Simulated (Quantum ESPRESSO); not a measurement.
# Zr3GaFO7: one run as intended and one with a planted mistake

Computed values, not a measurement. The program is pw.x of Quantum ESPRESSO 7.5 (plane-wave density functional theory). The cell is made up: 12 atoms on a fluorite lattice, with randomly drawn elements, strain and displacements, not relaxed. PseudoDojo standard norm-conserving files (v0.5 for PBE, v0.4.1 for LDA and PBEsol) set the functional; there is no spin polarisation, spin-orbit coupling or dispersion term, and the masses in the input are unused placeholders.

Intended input:

```
&control calculation='scf', pseudo_dir='./dojo.nc.sr.pbe.v0_5.standard.upf', outdir='./o', disk_io='low', tprnfor=.true., tstress=.true. /
&system ibrav=0, nat=12, ntyp=4, nbnd=55, ecutwfc=84.00895049, nosym=.true., tot_charge=0,
 occupations='smearing', smearing='fd', degauss=0.0018374661
/
&electrons conv_thr=7.350e-09, electron_maxstep=60, /
ATOMIC_SPECIES
F 1.0 F.upf
Ga 1.0 Ga.upf
O 1.0 O.upf
Zr 1.0 Zr.upf
CELL_PARAMETERS angstrom
5.1779 0.0 0.0
0.0 5.1779 0.0
0.0 0.0 5.1779
ATOMIC_POSITIONS angstrom
Zr 0.0443 0.0764 -0.0383
Zr 0.0316 2.6543 2.6363
Ga 2.6813 -0.0523 2.6791
Zr 2.5322 2.6131 -0.0421
F 1.3016 1.2011 1.3123
O 1.3299 1.4123 3.6896
O 1.3188 3.9843 1.3224
O 1.296 3.7576 3.9921
O 3.8299 1.2607 1.2239
O 3.8361 1.1895 3.8267
O 3.888 3.8095 1.2421
O 3.9208 3.7761 3.9287
K_POINTS automatic
4 4 4 1 1 1
```

The log is shortened where brackets say so; the opening notice, blank lines, dates and the lines on written files are dropped, and the path of the files is cut. It prints rydbergs, bohrs and kilobars, and counts compression as positive stress. Where no state is partly filled, the Fermi energy that it prints is only some level between the filled and the empty states on the mesh, and need not lie in the true gap.

Log of the intended run:

```
     Program PWSCF v.7.5
     Parallel version (MPI & OpenMP), running on       4 processor cores
     Number of MPI processes:                 4
     Threads/MPI process:                     1
     [start-up lines left out]
     bravais-lattice index     =            0
     lattice parameter (alat)  =       9.7848  a.u.
     unit-cell volume          =     936.8231 (a.u.)^3
     number of atoms/cell      =           12
     number of atomic types    =            4
     number of electrons       =        98.00
     number of Kohn-Sham states=           55
     kinetic-energy cutoff     =      84.0090  Ry
     charge density cutoff     =     336.0358  Ry
     scf convergence threshold =      7.3E-09
     mixing beta               =       0.7000
     number of iterations used =            8  plain     mixing
     Exchange-correlation= PBE
                           (   1   4   3   4   0   0   0)
     [axes and pseudopotential details left out]
   Cartesian axes
     site n.     atom                  positions (alat units)
         1        Zr     tau(   1) = (   0.0085556   0.0147550  -0.0073968  )
         2        Zr     tau(   2) = (   0.0061029   0.5126209   0.5091446  )
         3        Ga     tau(   3) = (   0.5178354  -0.0101006   0.5174105  )
         4        Zr     tau(   4) = (   0.4890400   0.5046641  -0.0081307  )
         5        F      tau(   5) = (   0.2513760   0.2319666   0.2534425  )
         6        O      tau(   6) = (   0.2568416   0.2727554   0.7125669  )
         7        O      tau(   7) = (   0.2546979   0.7694818   0.2553931  )
         8        O      tau(   8) = (   0.2502945   0.7256996   0.7709882  )
         9        O      tau(   9) = (   0.7396628   0.2434771   0.2363700  )
        10        O      tau(  10) = (   0.7408602   0.2297263   0.7390448  )
        11        O      tau(  11) = (   0.7508836   0.7357230   0.2398849  )
        12        O      tau(  12) = (   0.7572182   0.7292725   0.7587439  )
     number of k points=    32  Fermi-Dirac smearing, width (Ry)=  0.0018
                       cart. coord. in units 2pi/alat
        k(    1) = (   0.1250000   0.1250000   0.1250000), wk =   0.0625000
        k(    2) = (   0.1250000   0.1250000   0.3750000), wk =   0.0625000
     [further k points left out]
     Dense  grid:    97521 G-vectors     FFT dimensions: (  60,  60,  60)
     Estimated max dynamical RAM per process >     236.51 MB
     Estimated total dynamical RAM >     874.59 MB
     Initial potential from superposition of free atoms
     starting charge      97.9902, renormalised to      98.0000
     Starting wfcs are   71 randomized atomic wfcs
     total cpu time spent up to now is        5.6 secs
     per-process dynamical memory:   168.4 Mb
     Self-consistent Calculation
     iteration #  1     ecut=    84.01 Ry     beta= 0.70
     Davidson diagonalization with overlap
     ethr =  1.00E-02,  avg # of iterations =  2.0
     total cpu time spent up to now is       13.6 secs
     total energy              =    -736.49160100 Ry
     estimated scf accuracy    <       4.35804067 Ry
     iteration #  2     ecut=    84.01 Ry     beta= 0.70
     Davidson diagonalization with overlap
     ethr =  4.45E-03,  avg # of iterations =  6.3
     total cpu time spent up to now is       25.7 secs
     total energy              =    -734.10439862 Ry
     estimated scf accuracy    <      21.46414268 Ry
     [iterations 3 to 14 left out]
     iteration # 15     ecut=    84.01 Ry     beta= 0.70
     Davidson diagonalization with overlap
     ethr =  6.86E-11,  avg # of iterations =  3.1
     total cpu time spent up to now is      153.9 secs
     total energy              =    -738.68880886 Ry
     estimated scf accuracy    <       0.00000002 Ry
     iteration # 16     ecut=    84.01 Ry     beta= 0.70
     Davidson diagonalization with overlap
     ethr =  2.05E-11,  avg # of iterations =  4.2
     total cpu time spent up to now is      163.6 secs
     End of self-consistent calculation
     [lines on levels left out]
     the Fermi energy is    11.3234 ev
!    total energy              =    -738.68880887 Ry
     estimated scf accuracy    <          8.9E-10 Ry
     smearing contrib. (-TS)   =      -0.00000000 Ry
     internal energy E=F+TS    =    -738.68880887 Ry
     The total energy is F=E-TS. E is the sum of the following terms:
     one-electron contribution =    -160.40974367 Ry
     hartree contribution      =     146.46784136 Ry
     xc contribution           =    -171.75099409 Ry
     ewald contribution        =    -552.99591248 Ry
     convergence has been achieved in  16 iterations
     Forces acting on atoms (cartesian axes, Ry/au):
     atom    1 type  4   force =    -0.10430760   -0.07210903   -0.00686899
     atom    2 type  4   force =    -0.08577676    0.04099582   -0.00638075
     atom    3 type  2   force =     0.04804134   -0.01605763   -0.01560249
     atom    4 type  4   force =     0.11437664    0.03037978    0.00902734
     atom    5 type  1   force =    -0.01258614    0.04877999   -0.04493228
     atom    6 type  3   force =    -0.00657438   -0.08893158    0.05677542
     atom    7 type  3   force =     0.00364846   -0.02886655    0.03333040
     atom    8 type  3   force =    -0.02728696    0.08047872   -0.02069551
     atom    9 type  3   force =     0.03191593   -0.01406279    0.00341860
     atom   10 type  3   force =     0.01969025   -0.00793193   -0.00035407
     atom   11 type  3   force =     0.01540156    0.01600362    0.01421158
     atom   12 type  3   force =     0.00345767    0.01132159   -0.02192925
     Total force =     0.265398     Total SCF correction =     0.000085
     Computing stress (Cartesian axis) and pressure
          total   stress  (Ry/bohr**3)                   (kbar)     P=      -78.08
  -0.00062942  -0.00011870   0.00013958          -92.59      -17.46       20.53
  -0.00011870  -0.00045397  -0.00005731          -17.46      -66.78       -8.43
   0.00013958  -0.00005731  -0.00050898           20.53       -8.43      -74.87
     init_run     :      5.30s CPU      5.46s WALL (       1 calls)
     electrons    :    156.78s CPU    157.96s WALL (       1 calls)
     forces       :      1.60s CPU      1.62s WALL (       1 calls)
     stress       :      5.38s CPU      5.51s WALL (       1 calls)
     [timing details left out]
     PWSCF        :   2m49.31s CPU   2m50.85s WALL
     JOB DONE.
```

A second run has one planted mistake: the self-consistency threshold is too loose. The input lines that differ, file-writing options aside:

```
- &electrons conv_thr=7.350e-09, electron_maxstep=60, /
+ &electrons conv_thr=1.470e-02, electron_maxstep=60, /
```

Its log:

```
     Program PWSCF v.7.5
     Parallel version (MPI & OpenMP), running on       4 processor cores
     Number of MPI processes:                 4
     Threads/MPI process:                     1
     [start-up lines left out]
     bravais-lattice index     =            0
     lattice parameter (alat)  =       9.7848  a.u.
     unit-cell volume          =     936.8231 (a.u.)^3
     number of atoms/cell      =           12
     number of atomic types    =            4
     number of electrons       =        98.00
     number of Kohn-Sham states=           55
     kinetic-energy cutoff     =      84.0090  Ry
     charge density cutoff     =     336.0358  Ry
     scf convergence threshold =      1.5E-02
     mixing beta               =       0.7000
     number of iterations used =            8  plain     mixing
     Exchange-correlation= PBE
                           (   1   4   3   4   0   0   0)
     [axes and pseudopotential details left out]
   Cartesian axes
     site n.     atom                  positions (alat units)
         1        Zr     tau(   1) = (   0.0085556   0.0147550  -0.0073968  )
         2        Zr     tau(   2) = (   0.0061029   0.5126209   0.5091446  )
         3        Ga     tau(   3) = (   0.5178354  -0.0101006   0.5174105  )
         4        Zr     tau(   4) = (   0.4890400   0.5046641  -0.0081307  )
         5        F      tau(   5) = (   0.2513760   0.2319666   0.2534425  )
         6        O      tau(   6) = (   0.2568416   0.2727554   0.7125669  )
         7        O      tau(   7) = (   0.2546979   0.7694818   0.2553931  )
         8        O      tau(   8) = (   0.2502945   0.7256996   0.7709882  )
         9        O      tau(   9) = (   0.7396628   0.2434771   0.2363700  )
        10        O      tau(  10) = (   0.7408602   0.2297263   0.7390448  )
        11        O      tau(  11) = (   0.7508836   0.7357230   0.2398849  )
        12        O      tau(  12) = (   0.7572182   0.7292725   0.7587439  )
     number of k points=    32  Fermi-Dirac smearing, width (Ry)=  0.0018
                       cart. coord. in units 2pi/alat
        k(    1) = (   0.1250000   0.1250000   0.1250000), wk =   0.0625000
        k(    2) = (   0.1250000   0.1250000   0.3750000), wk =   0.0625000
     [further k points left out]
     Dense  grid:    97521 G-vectors     FFT dimensions: (  60,  60,  60)
     Estimated max dynamical RAM per process >     236.51 MB
     Estimated total dynamical RAM >     874.59 MB
     Initial potential from superposition of free atoms
     starting charge      97.9902, renormalised to      98.0000
     Starting wfcs are   71 randomized atomic wfcs
     total cpu time spent up to now is        5.7 secs
     per-process dynamical memory:   168.4 Mb
     Self-consistent Calculation
     iteration #  1     ecut=    84.01 Ry     beta= 0.70
     Davidson diagonalization with overlap
     ethr =  1.00E-02,  avg # of iterations =  2.0
     total cpu time spent up to now is       14.0 secs
     total energy              =    -736.49160100 Ry
     estimated scf accuracy    <       4.35804067 Ry
     iteration #  2     ecut=    84.01 Ry     beta= 0.70
     Davidson diagonalization with overlap
     ethr =  4.45E-03,  avg # of iterations =  6.3
     total cpu time spent up to now is       28.3 secs
     total energy              =    -734.10439862 Ry
     estimated scf accuracy    <      21.46414268 Ry
     [iterations 3 to 4 left out]
     iteration #  5     ecut=    84.01 Ry     beta= 0.70
     Davidson diagonalization with overlap
     ethr =  3.22E-04,  avg # of iterations =  1.8
     total cpu time spent up to now is       58.9 secs
     total energy              =    -738.66491271 Ry
     estimated scf accuracy    <       0.14961678 Ry
     iteration #  6     ecut=    84.01 Ry     beta= 0.70
     Davidson diagonalization with overlap
     ethr =  1.53E-04,  avg # of iterations =  4.7
     total cpu time spent up to now is       70.8 secs
     End of self-consistent calculation
     [lines on levels left out]
     the Fermi energy is    11.2802 ev
!    total energy              =    -738.67819315 Ry
     estimated scf accuracy    <       0.01174392 Ry
     smearing contrib. (-TS)   =      -0.00000000 Ry
     internal energy E=F+TS    =    -738.67819315 Ry
     The total energy is F=E-TS. E is the sum of the following terms:
     one-electron contribution =    -160.53833919 Ry
     hartree contribution      =     146.67076605 Ry
     xc contribution           =    -171.81470754 Ry
     ewald contribution        =    -552.99591248 Ry
     convergence has been achieved in   6 iterations
     Forces acting on atoms (cartesian axes, Ry/au):
     atom    1 type  4   force =    -0.10960021   -0.07351835   -0.00549956
     atom    2 type  4   force =    -0.09226956    0.04306519   -0.00862996
     atom    3 type  2   force =     0.05992740   -0.01873670   -0.02090135
     atom    4 type  4   force =     0.12155703    0.03201943    0.01003475
     atom    5 type  1   force =    -0.00827174    0.04716231   -0.04017097
     atom    6 type  3   force =    -0.00353229   -0.09030898    0.05411391
     atom    7 type  3   force =     0.00568886   -0.02874517    0.03582639
     atom    8 type  3   force =    -0.02506916    0.08254120   -0.02301938
     atom    9 type  3   force =     0.02452447   -0.01328317    0.00771729
     atom   10 type  3   force =     0.01530735   -0.00882181   -0.00471358
     atom   11 type  3   force =     0.01131881    0.01641415    0.01991829
     atom   12 type  3   force =     0.00041905    0.01221190   -0.02467583
     Total force =     0.275703     Total SCF correction =     0.278000
     SCF correction compared to forces is large: reduce conv_thr to get better values
     Computing stress (Cartesian axis) and pressure
          total   stress  (Ry/bohr**3)                   (kbar)     P=      -87.24
  -0.00069658  -0.00009866   0.00010820         -102.47      -14.51       15.92
  -0.00009866  -0.00050171  -0.00005060          -14.51      -73.80       -7.44
   0.00010820  -0.00005060  -0.00058077           15.92       -7.44      -85.43
     init_run     :      5.08s CPU      5.31s WALL (       1 calls)
     electrons    :     64.16s CPU     65.17s WALL (       1 calls)
     forces       :      1.88s CPU      1.91s WALL (       1 calls)
     stress       :      5.99s CPU      6.18s WALL (       1 calls)
     [timing details left out]
     PWSCF        :   1m17.60s CPU   1m19.13s WALL
     JOB DONE.
```

```
                                            intended run  run with the mistake
                          free energy (eV)    -10050.373            -10050.229
                    smearing term -TS (eV)        0.0000                0.0000
                            pressure (GPa)         -7.81                 -8.72
            largest force component (eV/Å)         2.941                 3.125
largest change of a force component (eV/Å)                               0.306
                                iterations            16                     6
```

For scale, a rerun of the intended cell at 1467 eV and a 6 x 6 x 6 mesh moved values by no more than 0.002 eV in energy, 0.04 GPa in stress and 0.007 eV/Å in force.